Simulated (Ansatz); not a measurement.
Values for one crystal, relaxed and computed with r²SCAN (plane waves, PAW; program Ansatz); other levels are named.

```yaml
volume_per_atom: 15.25 Å³
electronic_character: metallic (no gap)
Density of states at the Fermi level: 1.2 states/eV per atom (mean over ±0.08 eV)
Formation energy from the elements (no fitted shifts): -0.71 eV/atom
Pressure derivative B′: 3.8
Bulk modulus (Birch–Murnaghan fit): 142 GPa
```

Which of these materials gives this?
A) ScSi, CsCl type
B) GaN, P-6m2 (Ga on 1a, N on 1f)
C) ScTi3N, anti-perovskite
D) SiMo2N, P6_3/mmc (Si on 2d, Mo on 4f, N on 2a)

C, ScTi3N, anti-perovskite

Space group Pm-3m (anti-perovskite). The start of the workflow was typed in or built on a structure type; neither database checked (COD, Materials Project) lists it. Its standing as an ambient phase is unchecked. The cell was relaxed with r²SCAN under the symmetry of its start; its stability against distortions is not shown here. The workflow began spin-polarised and lost its moments. The references are the lowest solids computed at this level, not always the standard phases (solids in place of the gases).

Potentials: the earlier of the program's two PAW sets. The files were generated under PBE; for other functionals the program regenerates the frozen cores, and for LDA and PBEsol the local potential too.
